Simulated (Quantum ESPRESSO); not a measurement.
# Strain and stress in SiAl2ZnN4

Calculated results; nothing here was measured. They come from pw.x of Quantum ESPRESSO 7.5, a plane-wave density functional program, with PseudoDojo standard norm-conserving files (v0.5 for PBE, v0.4.1 for LDA and PBEsol). The cells are made up: elements, strain and atom displacements were drawn at random, and nothing was relaxed. There is no spin polarisation, spin-orbit coupling or dispersion term.

The cell has 8 sites of a wurtzite lattice (rectangular cell). Sites 1 to 4 hold Si Al Zn Al; sites 5 to 8 hold N N N N. Cell vectors in Å: (3.183, -0.015, 0.000); (-0.026, 5.512, 0.000); (0.000, 0.000, 5.197). Settings: PBE, cutoff 1143 eV, 6 x 4 x 4 k mesh shifted by half a step, Fermi-Dirac smearing of 0.025 eV.

Each run adds a shear xy (given as the tensor component) to one cell, with the atoms carried along; the vectors above are those of run 4. Stress is positive in tension and P is minus a third of its trace. E is the free energy for each atom above the lowest run shown.

```
run,strain (%),s_xx (GPa),s_yy (GPa),s_zz (GPa),s_xy (GPa),P (GPa),E (meV/atom)
1,-2.36,2.71,5.68,14.07,-11.24,-7.49,30.70
2,-1.33,3.49,6.18,14.24,-8.22,-7.97,16.55
3,-1.10,3.64,6.26,14.28,-7.55,-8.06,14.01
5,0.90,4.59,6.67,14.54,-1.73,-8.60,0.78
6,1.52,4.76,6.66,14.61,0.08,-8.68,0.00
7,1.86,4.82,6.63,14.64,1.06,-8.70,0.24
4,-0.48,?,?,?,?,?,?
```

A rerun of one of these cells at 1437 eV and k mesh 8 x 6 x 6 moved values by no more than 0.002 eV in the cell's energy, 0.03 GPa in stress and 0.002 eV/Å in force.

## Worked fit

A parabola through the six runs shown gives s_xy = -4.34 + 2.91 e - 0.004 e² GPa, with e in per cent and a scatter of 0.01 GPa. The slope is a stiffness of 291 ± 1 GPa for each unit of this strain at e = 0, twice a shear constant under the stress shown, since the tensor component is half the shear angle. The atoms are clamped, and relaxing them would in general lower it. The error is the larger of the fit's own and the change that a cubic makes, rounded up.

## Withheld run

Question: what s_xy should run 4 give?

The fit gives -5.74 GPa. The calculation gave -5.74 GPa.

```
run  strain (%)  s_xx (GPa)  s_yy (GPa)  s_zz (GPa)  s_xy (GPa)  P (GPa)  E (meV/atom)
  4       -0.48        4.00        6.46       14.37       -5.74    -8.28          8.17
```